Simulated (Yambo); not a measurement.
SrAgSF (space group P4/nmm, No. 129), G0W0@LDA in Yambo; all else as in the reference (4×4×1 Γ-centred k mesh, bands 9 to 181 and a 6 Ry block in the screening, 181 bands in G with the Bruneval-Gonze terminator, plasmon pole fitted at 27.2 eV). One parameter is varied: the cutoff of the wavefunctions in Yambo, over 10, 20, 30, 50, 86 Ry.

Q: From which value on does the gap Γ → Γ stay within 0.05 eV of the largest setting?

A: From 30 Ry on.
```tsv
cutoff of the wavefunctions in Yambo (Ry)	G0W0 gap (eV)	valence shift (eV)
10	1.87	-0.16
20	2.11	-0.48
30	2.20	-0.59
50	2.22	-0.62
86	2.22	-0.62
```
The last step of the sweep still moves the gap by 1 meV; the other settings are held fixed.

Spin-orbit coupling is not included.

Geometry of the Materials Project entry, not relaxed at this level; primitive cell a = b = 4.109 Å, c = 9.130 Å, α = β = γ = 90.00°.

The structure is a Materials Project entry; no match was found in the copy of COD used, and its stability was not checked.

A shift is the quasiparticle energy of the state minus its LDA energy.
